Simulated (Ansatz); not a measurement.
## Property card for AlAg

AlAg (rock salt, Fm-3m), a = 5.320 Å, b = 5.320 Å, c = 5.320 Å, α = 90.00°, β = 90.00°, γ = 90.00°; the cell used has 2 atoms.

Space group Fm-3m (No. 225), rock salt; conventional cell a = b = c = 5.3200 Å, α = β = γ = 90.00°.

Method: PBEsol (plane waves, PAW; program Ansatz). The cell and atoms are relaxed at this level. Other levels are named where they apply.

**Cell and energy**

Volume per atom: 18.82 Å³
Density: 5.95 g/cm³
Formation energy from the elements (no fitted shifts): 0.26 eV/atom

**Electronic structure**

- Electronic character = metallic (no gap)
- Density of states at the Fermi level = 0.39 states/eV per atom (mean over ±0.08 eV)
- Gap with spin–orbit coupling = none (metallic)

**Mechanics**

- Bulk modulus (Birch–Murnaghan fit) = 76.0 GPa
- Pressure derivative B′ = 5.0
- Elastic constants (relaxed ions, GPa) = C11 = 141, C12 = 44.4, C44 = -14.8
- Mechanical stability = unstable (C has a negative eigenvalue)

**Phonons**

* **Highest zone-centre frequency**: 199 cm⁻¹
* **Zone-centre stability**: no imaginary mode at Γ

The start of the workflow was typed in or built on a structure type; neither database checked (COD, Materials Project) lists it. Whether it is the stable phase at ambient conditions was not checked. The PBEsol relaxation kept the symmetry of its start. No spin polarisation was allowed. The volume moved by 18 % from the start of the relaxation. Its formation energy is positive at this level, so the cell may be metastable or incomplete. As this level gives no gap, shear constants depend on the k-mesh and smearing (Fermi–Dirac, 0.1 eV here). As this level gives no gap, phonon frequencies hold no LO–TO term and depend on the k-mesh and smearing (Fermi–Dirac, 0.1 eV here). The references are the lowest solids computed at this level, not always the standard phases. Scalar-relativistic: spin–orbit coupling is off unless named, which matters more the heavier the elements.

Potentials: the later of the program's two PAW sets.
